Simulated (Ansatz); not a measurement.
# Trial structures of Bi₂Te: starts and ends

All numbers below come from DFT PBE, scalar-relativistic, plane waves, PAW (Ansatz 0.2.0). Settings: cutoff 420 eV, Γ-centred meshes spaced at most about 0.3 Å⁻¹, and about 0.25 Å⁻¹ or finer for metals (2π included), Gaussian smearing. No spin polarisation in the final relaxations.

Each guess was relaxed in cell and atoms at zero pressure, within the symmetry of its start. All energies are static (0 K, no zero-point motion). Coordination counts Te atoms around Bi (those within 1.25 times the shortest such distance or 1.15 times the sum of covalent radii, 1.27 where that leaves under three; the shortest distance is added where it exceeds 1.18 times the sum of covalent radii; a slash parts the counts of unlike sites).

```
guess                 made from  start group  V start (Å³/atom)  end group  V end (Å³/atom)  coordination at the end  gap on mesh (eV)  E over the lowest end (meV/atom)
    1               random cell       P42_12               35.9     P42_12             40.5                     Bi 2                 0                               124
    2  a Materials Project cell        I-42d               34.0   I4_1/amd             36.1                     Bi 2                 0                                 0
    3               random cell         Immm               37.4          ?                ?                        ?                 ?                                 ?
    4               random cell       P6/mmm               32.1     P6/mmm             52.7       Bi 2/12 from 6.5 Å                 0                               436
```

Guess 3 as it starts:

```
CELL_PARAMETERS angstrom
-2.69785 2.97442 3.50016
2.69785 -2.97442 3.50016
2.69785 2.97442 -3.50016
ATOMIC_POSITIONS crystal
Bi 0.50000 0.50000 0.00000
Bi 0.00000 0.00000 0.00000
Te 0.00000 0.50000 0.50000
```

Question: Predict the end of this guess and its energy over the lowest end.

Answer: It ends in space group I4/mmm (No. 139), with a = 6.117 Å, c = 6.419 Å, 40.0 Å³/atom and no gap; its coordination is Bi 2. It lies 0.40 eV/atom over the lowest end, above guess 1 and below guess 4. Counting Te atoms around Bi, this end and the lowest (guess 2) both have Bi 2.

```yaml
crystal:
  lattice:
    - [-3.05850, 3.05850, 3.20956]
    - [3.05850, -3.05850, 3.20956]
    - [3.05850, 3.05850, -3.20956]
  atoms:
    - { symbol: Bi, position: [0.00000, 0.50000, 0.50000] }
    - { symbol: Bi, position: [0.50000, 0.00000, 0.50000] }
    - { symbol: Te, position: [0.50000, 0.50000, 0.00000] }
```

The zero of energy is the elements' standard structures at the same level; no fitted shifts are applied.

Question: Is the lowest end bound against the elements?

Answer: Yes: its formation energy is −0.05 eV/atom. A negative formation energy is needed for stability but isn't enough: competing phases decide.

Weakly bound directions are ill-defined at this level, which has no dispersion term (P42_12), and this can change margins and order among such cells. These runs have no spin–orbit coupling, which can matter for Bi and Te. The zero gap of P42_12 may come from the functional, which often closes small gaps, or the cell may be a true semimetal. The reference form of Te is held partly by dispersion forces, which this level lacks. Cells relaxed within their symmetry can be saddle points. Some types were kept out of the candidates beforehand, so the set may lack a known form.
